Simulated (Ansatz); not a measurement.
The guess for Tl2FeNiC6N6 was made by a generator: cyanide-bridged rock-salt net of two metals, 2 guest cations a cell (Fm-3m, No. 225). The dimensions are guesses.

```
Tl Fe Ni C N
1.0
     0.00000    5.11700    5.11700
     5.11700    0.00000    5.11700
     5.11700    5.11700    0.00000
Tl Fe Ni C N
2 1 1 6 6
Direct
  0.25000 0.25000 0.25000
  0.75000 0.75000 0.75000
  0.50000 0.50000 0.50000
  0.00000 0.00000 0.00000
  0.81268 0.18732 0.18732
  0.18732 0.81268 0.18732
  0.18732 0.18732 0.81268
  0.18732 0.81268 0.81268
  0.81268 0.18732 0.81268
  0.81268 0.81268 0.18732
  0.69836 0.30164 0.30164
  0.30164 0.69836 0.30164
  0.30164 0.30164 0.69836
  0.30164 0.69836 0.69836
  0.69836 0.30164 0.69836
  0.69836 0.69836 0.30164
```

Computed with Ansatz, DFT PBE, scalar-relativistic, plane waves, PAW. Cutoff 420 eV, Gaussian smearing, Γ-centred meshes. Cell and atoms relax first on a coarse mesh and then on a converged one. In between, the cell is made exact in the group found at 0.06 Å. The steps can't lower the symmetry of their start. Collinear spin, starting moments Fe 4.0; Ni 2.0 μB.

A guess keeps its type if space group and coordination stay and the shape of the cell changes little (axis ratios within about 15 %, angles within 6°); the volume may change.

**Question.** Does it keep its structure type, or change into something else?

**Answer.** It keeps its type. The symmetry stays Fm-3m (No. 225). The volume per atom stays near 16.8 Å³. The shortest distance goes from 1.17 Å (C–N) to 1.18 Å (C–N). Counting neighbours within 15 % of an atom's shortest distance, the start has C 1, Fe 6, N 1, Ni 6, Tl 24 and the end C 1, Fe 6, N 1, Ni 6, Tl 24.

The last run used collinear spin, a 6×6×6 mesh for its 16-atom cell and Gaussian smearing of 0.02 eV. These runs have no spin–orbit coupling, which can matter for Tl. Another magnetic order may lie lower. Symmetry constrained the relaxation, so the result can be a saddle point.
